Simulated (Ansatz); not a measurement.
# Two states of GdCo₂B₂

```
B Gd Co
1.0
    -1.84127    1.84127    5.02746
     1.84127   -1.84127    5.02746
     1.84127    1.84127   -5.02746
B Gd Co
2 1 2
Direct
  0.37500 0.37500 0.00000
  0.62500 0.62500 0.00000
  0.00000 0.00000 0.00000
  0.75000 0.25000 0.50000
  0.25000 0.75000 0.50000
```

Method: r2SCAN; PAW, plane waves to 500 eV, 7×7×7 Γ-centred mesh, fermi-dirac occupations (width 0.1 eV) (Ansatz 0.2.0), atoms fixed.

State A: Gd3 up, Co4 down, Co5 up (collinear spin). State B: Gd3 up, Co4 up, Co5 up (collinear spin).

**Question.** Which state is lower, and how do they differ?

**Answer.** State A is lower by 2.3 meV an atom at zero smearing; in free energy at this smearing B lies +1.8 meV an atom from A. So small a gap isn't resolved on this mesh where a state is a metal.

| state | free energy (meV/atom) | largest moment in a small sphere (μB) | net moment (μB/cell) | gap on mesh (eV) | pressure (GPa) | largest force (eV/Å) |
| --- | --- | --- | --- | --- | --- | --- |
| A | 0.0 | 7.05 | 7.22 | metal | -23.4 | 2.08 |
| B | 1.8 | 7.04 | 8.28 | metal | -23.8 | 1.86 |

Origin: a database entry at a rescaled volume. Caveats: forces this large suggest misplaced atoms in the database entry; the k mesh is coarse if the cell is a metal; atoms or cell far from equilibrium; f shells without a U or exact exchange are poorly placed.
